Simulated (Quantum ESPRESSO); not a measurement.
## SiO$_{2}$ (P3₂21) under small displacements

```yaml
crystal:
  lattice:
    - [4.91656, 0.00000, 0.00000]
    - [-2.45828, 4.25787, 0.00000]
    - [0.00000, 0.00000, 5.43163]
  atoms:
    - { symbol: Si, position: [0.00000, 0.46880, 0.33333] }
    - { symbol: Si, position: [0.53120, 0.53120, 0.00000] }
    - { symbol: Si, position: [0.46880, 0.00000, 0.66667] }
    - { symbol: O, position: [0.14454, 0.73144, 0.54782] }
    - { symbol: O, position: [0.26856, 0.41310, 0.21449] }
    - { symbol: O, position: [0.58690, 0.85546, 0.88115] }
    - { symbol: O, position: [0.73144, 0.14454, 0.45218] }
    - { symbol: O, position: [0.41310, 0.26856, 0.78551] }
    - { symbol: O, position: [0.85546, 0.58690, 0.11885] }
```
The cell comes from the Materials Project (a computed structure). It is SiO2 in P3₂21. Stability against distortions was not tested. Forces on the atoms reach 0.13 eV/Å at this level.

The last row's change in full: Si1 and its equivalents moved by 0.04 Å along (-0.50, 0.87, 0.00), space group kept; the other rows go along the same path.

Method: shieldings by GIPAW with PBE in a modified build of Quantum ESPRESSO, on JTH PAW datasets, 22.5 Ha, k-mesh 3×3×3 shifted, f-sum rule met within 0.004 %. Values are those of the named site's first atom. Shieldings are absolute and leave out the bulk-susceptibility term; a larger σ means a smaller chemical shift. By our sweeps, such settings leave a few ppm in absolute σ. The datasets of Si hold no d projectors, which limits absolute σ on these atoms.

Unchanged cell: σ_iso Si (ppm) = 436.5.

### Question
How do these values move along the path (displacement (Å): -0.04, +0.04)?

### Answer
```tsv
displacement (Å)	σ_iso Si (ppm)
-0.04	437.6
0	436.5
+0.04	435.7
```
